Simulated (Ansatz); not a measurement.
Cd₂TeS:
```
Cd2TeS
1.0
    4.39306     0.00000     0.00000
   -2.19653     3.80451     0.00000
    0.00000     0.00000     7.20292
Cd Te S
2 1 1
Direct
  0.66667   0.33333   0.47280
  0.00000   0.00000   0.02474
  0.00000   0.00000   0.63042
  0.66667   0.33333   0.12004
```

Relaxed with r²SCAN. Special points in fractions of this cell's reciprocal vectors: Γ (0.000, 0.000, 0.000); M (0.500, 0.000, 0.000); K (0.333, 0.333, 0.000); A (0.000, 0.000, 0.500); L (0.500, 0.000, 0.500); H (0.333, 0.333, 0.500).

Q: List the band energies nearest the valence-band maximum at these points for the program Ansatz at the r²SCAN with spin–orbit coupling level (PAW).

A: In eV from the valence-band maximum; about four levels below and three above (degenerate sets whole), none deeper than 8.9 eV; points with the same levels are listed once.

```
k                    below                above
-  -----------------------  -------------------
Γ    -0.43 -0.43 0.00 0.00  0.23 0.23 2.37 2.37
M  -2.13 -2.13 -1.16 -1.16  2.39 2.39 2.90 2.90
K  -2.64 -2.41 -2.22 -2.20       3.41 3.41 3.57
A  -0.66 -0.66 -0.09 -0.09  1.45 1.45 2.88 2.88
L  -1.89 -1.89 -1.36 -1.36  2.19 2.19 2.59 2.59
H  -2.29 -2.14 -1.56 -1.54       2.97 3.07 3.29
```

Space group P3m1. The workflow started from a Materials Project entry (that database holds measured and hypothetical structures alike); the Crystallography Open Database copy checked does not list it. Whether it is the stable phase at ambient conditions was not checked. Symmetry was held in the r²SCAN relaxation; of distortions, only those at the zone centre were tested.

Potentials: the later of the program's two PAW sets.
